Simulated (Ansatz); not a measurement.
SnAs (rock salt, Fm-3m) at seven volumes, DFT-r²SCAN in the program Ansatz with PAW potentials, scaled uniformly. One row is withheld.

| V (Å³/atom) | P (GPa) |
|---|---|
| 21.605 | ? |
| 22.317 | 5.18 |
| 23.030 | 2.38 |
| 23.742 | 0.00 |
| 24.454 | -2.00 |
| 25.166 | -3.65 |
| 25.879 | -5.03 |

Problem. Fit the shown pressures and predict the withheld one.

Solution. Third-order Birch–Murnaghan: P = (3/2)B₀(x^(7/2) − x^(5/2))[1 + (3/4)(B′ − 4)(x − 1)] with x = (V₀/V)^(2/3). Least squares on the six rows gives V₀ = 23.741 Å³/atom, B₀ = 72.10 GPa, B′ = 4.89. At V = 21.605, x = 1.0649 and P = 8.56 GPa. The run itself gave 8.50 GPa.

The workflow started from an entry of the Crystallography Open Database (COD). Whether it is the stable phase at ambient conditions was not checked. The r²SCAN relaxation kept the symmetry of its start; whether a distortion lowers the energy is not shown. Scalar-relativistic: spin–orbit coupling is off unless named, which matters more the heavier the elements.

Potentials: the later of the program's two PAW sets.
